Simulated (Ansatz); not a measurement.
A trial cell of YVC4N4, before relaxation:

```
Y V C N
1.0
     6.10086    0.00000    0.00000
     0.00000    6.10086    0.00000
     0.00000    0.00000    6.10086
Y V C N
1 1 4 4
Cartesian
  0.0000 0.0000 0.0000
  3.0504 3.0504 3.0504
  1.2159 1.2159 1.2159
  1.2159 4.8850 4.8850
  4.8850 1.2159 4.8850
  4.8850 4.8850 1.2159
  1.8914 1.8914 1.8914
  1.8914 4.2095 4.2095
  4.2095 1.8914 4.2095
  4.2095 4.2095 1.8914
```

All numbers below come from DFT PBE, scalar-relativistic, plane waves, PAW (Ansatz). Cutoff 420 eV, Gaussian smearing, Γ-centred meshes. Cell and atoms relax first on a coarse mesh and then on a finer one. In between, the cell is made exact in the group found at 0.06 Å. In metals the finer mesh still leaves noise of several meV/atom or more. The steps can't lower the symmetry of their start. Collinear spin, starting moments V 2.0 μB.

A guess keeps its type if space group and coordination stay and the shape of the cell changes little (axis ratios within about 15 %, angles within 6°); the volume may change.

Question: Does this structure survive the relaxation?

Answer: It keeps its type. The symmetry stays P-43m (No. 215). The volume per atom grows by 15.3 %, from 22.7 to 26.2 Å³. The shortest distance goes from 1.17 Å (C–N) to 1.18 Å (C–N). Counting neighbours within 15 % of an atom's shortest distance, the start has C 1, N 1, V 4, Y 4 and the end C 1, N 1, V 4, Y 4.

The last run used collinear spin, a 6×6×6 mesh for its 10-atom cell and Gaussian smearing of 0.10 eV. In such compounds of V a zero gap at this level may well be an artefact, since no Hubbard U is applied. The magnetic state reached may not be the lowest. Symmetry constrained the relaxation, so the result can be a saddle point.
